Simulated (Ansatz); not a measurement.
## A relaxed cell of SnBi2Sb2 against its rivals

Atoms and cell were relaxed at zero pressure (-10.2 % in volume from the start). The relaxed cell:

```
CELL_PARAMETERS angstrom
0.00000 0.00000 6.55370
6.39561 -3.99272 3.27685
6.39561 3.99272 -3.27685
ATOMIC_POSITIONS crystal
Sb 0.30519 0.06720 0.67757
Sb 0.69481 0.93280 0.32243
Sb 0.19481 0.67757 0.06720
Sb 0.80519 0.32243 0.93280
Sn 0.25000 0.50000 0.50000
Sn 0.75000 0.50000 0.50000
Bi 0.19841 0.94306 0.33988
Bi 0.80159 0.05694 0.66012
Bi 0.30159 0.33988 0.94306
Bi 0.69841 0.66012 0.05694
```

Space group Ibam (No. 72); conventional cell a = 7.985 Å, b = 12.791 Å, c = 6.554 Å, α = 90.00°, β = 90.00°, γ = 90.00°.

Method: PBE in Ansatz 0.2.0, PAW datasets, plane waves to 420 eV, 4×4×4 Γ-centred mesh, fermi-dirac occupations of width 0.100 eV. Spin: none; no U, no spin-orbit coupling.

Question: Where does it lie against the elements?

Answer: 0.099 eV an atom at 0 K against the elements' lowest computed crystals and the free molecules of gases, with no empirical correction.

Question: Is it stable against splitting into other phases?

Answer: Among the phases that we computed and relaxed alike, the lowest mixture with other formulas is 20 % Sn + 80 % BiSb (shares of atoms). The cell lies 105 meV an atom above it, so it would gain by splitting into them.

The start was: a known structure type with other elements put in, at an estimated volume. An invented cell need not be a known compound.

Caveats: differences under 20 meV an atom lie within the error of meshes and cutoff; the relaxation keeps the start's symmetry, so a distorted cell may lie lower; the k mesh is coarse if the cell is a metal; no spin-orbit coupling, which can move compounds of heavy elements by tens of meV.
